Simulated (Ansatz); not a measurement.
Relaxed-ion elastic tensor of MgS (wurtzite, space group No. 186) in GPa (Voigt order), DFT-PBEsol in the program Ansatz with PAW potentials; density 2.08 g/cm³, 22.55 Å³ per atom.

```json
[
 {"": "1", "1": "84.3", "2": "49.7", "3": "43.6", "4": "0.0", "5": "0.0", "6": "0.0"},
 {"": "2", "1": "49.7", "2": "84.3", "3": "43.6", "4": "0.0", "5": "0.0", "6": "0.0"},
 {"": "3", "1": "43.6", "2": "43.6", "3": "77.1", "4": "0.0", "5": "0.0", "6": "0.0"},
 {"": "4", "1": "0.0", "2": "0.0", "3": "0.0", "4": "17.7", "5": "0.0", "6": "0.0"},
 {"": "5", "1": "0.0", "2": "0.0", "3": "0.0", "4": "0.0", "5": "17.7", "6": "0.0"},
 {"": "6", "1": "0.0", "2": "0.0", "3": "0.0", "4": "0.0", "5": "0.0", "6": "17.3"}
]
```

### Question
Is the crystal mechanically stable?

### Answer
Yes: the smallest eigenvalue of C is 17.3 GPa.

### Question
Work out the Voigt, Reuss and Hill averages.

### Answer
K_V = 57.7, K_R = 57.4, K_H = 57.5; G_V = 17.8, G_R = 17.8, G_H = 17.8 GPa.

### Question
Give Young's modulus, Poisson's ratio, Pugh's ratio and the universal anisotropy index.

### Answer
E = 9KG/(3K + G) = 48.3 GPa; ν = 0.36; K/G = 3.24 (ductile by the Pugh limit of 1.75); A_U = 5G_V/G_R + K_V/K_R − 6 = 0.02.

### Question
Estimate the sound speeds and the Debye temperature.

### Answer
v_l = √((K + 4G/3)/ρ) = 6260 m/s, v_t = √(G/ρ) = 2930 m/s, mean 3290 m/s; Θ = (h/k)(3n/4πV)^(1/3) v_m = 347 K.

### Question
Solve the Christoffel equation for the three sound speeds along x, y, z.

### Answer
Eigenvalues of C_ijkl n_j n_l equal ρv² (piezoelectric stiffening left out). In km/s, slowest first: x 2.89, 2.92, 6.37; y 2.89, 2.92, 6.37; z 2.92, 2.92, 6.10.

### Question
How much does each axis shrink under pressure?

### Answer
Linear compressibilities β_i = Σ_j S_ij (j = 1 to 3): x 5.1, y 5.1, z 7.2 per TPa.

Space group P6_3mc (wurtzite). The first step of the workflow began from a Materials Project structure, measured or hypothetical; the Crystallography Open Database copy checked does not list it. COD files the formula under space group No. 225, so this cell is another polymorph or a model. Whether it is the stable phase at ambient conditions was not checked. The PBEsol relaxation kept the symmetry of its start; phonons on a q-mesh show no instability.

Potentials: the later of the program's two PAW sets.
